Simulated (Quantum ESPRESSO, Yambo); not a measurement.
Quasiparticle gap of CsOH

Space group Cmc2₁ (No. 36); a = 4.322 Å, b = 11.383 Å, c = 4.504 Å, α = 90.00°, β = 90.00°, γ = 90.00°

| atom | site | symmetry | x | y | z |
|---|---|---|---|---|---|
| H | 4a | m.. | 0.0000 | 0.5330 | 0.1076 |
| O | 4a | m.. | 0.0000 | 0.5917 | 0.2654 |
| Cs | 4a | m.. | 0.0000 | 0.1384 | 0.7367 |
(The calculation used a cell of 6 atoms; values per cell refer to that cell.)

The geometry is that of Materials Project entry mp-625136, symmetrised and not relaxed again.

Starting point: norm-conserving PBEsol (Quantum ESPRESSO, 84 Ry, without SOC). G0W0 in Yambo: 4×4×2 Γ-centred k mesh, 156 bands and a 7 Ry block in the screening, 156 bands in G with the Bruneval-Gonze terminator, plasmon pole fitted at 27.2 eV.

```
Item                                                 Value
-------------------------------------------------  -------
PBEsol gap along the band path                     3.72 eV
PBEsol gap between the mesh's edge points (Γ → Γ)  3.72 eV
G0W0 gap between the same points                   5.70 eV
```

```
k point             band  E PBEsol (eV)  E QP (eV)  shift (eV)     Z
------------------  ----  -------------  ---------  ----------  ----
Γ                     VB           0.00      -1.23       -1.23  0.78
Γ                     CB           3.72       4.47        0.75  0.86
(0, 0, -0.5)          VB          -0.29      -1.53       -1.24  0.78
(0, 0, -0.5)          CB           5.11       5.96        0.86  0.86
(0, -0.5, 0)          VB          -0.38      -1.65       -1.27  0.78
(0, -0.5, 0)          CB           5.34       6.24        0.90  0.85
(0, -0.5, -0.5)       VB          -0.04      -1.28       -1.24  0.78
(0, -0.5, -0.5)       CB           5.12       6.01        0.89  0.86
(-0.5, -0.5, 0)       VB          -0.06      -1.30       -1.24  0.78
(-0.5, -0.5, 0)       CB           4.02       4.80        0.77  0.86
(-0.5, -0.5, -0.5)    VB          -0.46      -1.77       -1.31  0.78
(-0.5, -0.5, -0.5)    CB           5.20       6.10        0.91  0.86
```

Energies count from the PBEsol valence-band maximum.

Convergence of the G0W0 settings was not tested.

The structure is a Materials Project entry; no match was found in the copy of COD used, and its stability was not checked.
